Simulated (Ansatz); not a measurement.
## Response of Sn$_{2}$Ir to small distortions

```
CELL_PARAMETERS angstrom
0.00000 3.16900 3.16900
3.16900 0.00000 3.16900
3.16900 3.16900 0.00000
ATOMIC_POSITIONS crystal
Sn 0.25000 0.25000 0.25000
Sn 0.75000 0.75000 0.75000
Ir 0.00000 0.00000 0.00000
```

Atom numbers follow the list: Sn1, Sn2, Ir3.

The cell is COD entry 9009019, as deposited and not checked against the literature; nothing was relaxed.

Spin polarisation is left out, and whether a magnetic state lies lower isn't shown here.

No spin–orbit coupling, which matters for the heavy atoms here.

Level of theory: Ansatz 0.2.0, DFT, LDA, all-electron LAPW, scalar-relativistic.

Settings: a Γ-centred 10×10×10 k mesh, Fermi–Dirac smearing of 0.03 eV, basis error target 1 meV/atom, no spin polarisation.

The unchanged cell is at -2.14 GPa.

In a metal, stresses and small energies carry noise from the k mesh.

x, y and z are the Cartesian axes of the cell as listed; fractional coordinates follow a strain, and an engineering shear is twice the off-diagonal strain component.

(1) One change gave: energy change under 1 meV/atom; stress change (xx, yy, zz, yz, xz, xy) 0.03, 0.03, 0.03, -0.47, -0.47, -0.47 GPa, compression positive; change of the force on Sn1 (-0.067, -0.067, -0.067) eV/Å. Which change was it?
A. equal xy, yz and zx engineering shear strains of +2 %
B. equal xy, yz and zx engineering shear strains of -2 %
C. equal xy, yz and zx engineering shear strains of +1 %
D. equal xy, yz and zx engineering shear strains of -1 %

Results:

(1) C. For equal xy, yz and zx engineering shear strains of -2 %: energy change +5 meV/atom; stress change (xx, yy, zz, yz, xz, xy) 0.18, 0.18, 0.18, 1.28, 1.28, 1.28 GPa, compression positive; change of the force on Sn1 (0.149, 0.149, 0.149) eV/Å. For equal xy, yz and zx engineering shear strains of -1 %: energy change +1 meV/atom; stress change (xx, yy, zz, yz, xz, xy) 0.04, 0.04, 0.04, 0.55, 0.55, 0.55 GPa, compression positive; change of the force on Sn1 (0.073, 0.073, 0.073) eV/Å. For equal xy, yz and zx engineering shear strains of +2 %: energy change +4 meV/atom; stress change (xx, yy, zz, yz, xz, xy) 0.15, 0.15, 0.15, -0.94, -0.94, -0.94 GPa, compression positive; change of the force on Sn1 (-0.125, -0.125, -0.125) eV/Å.
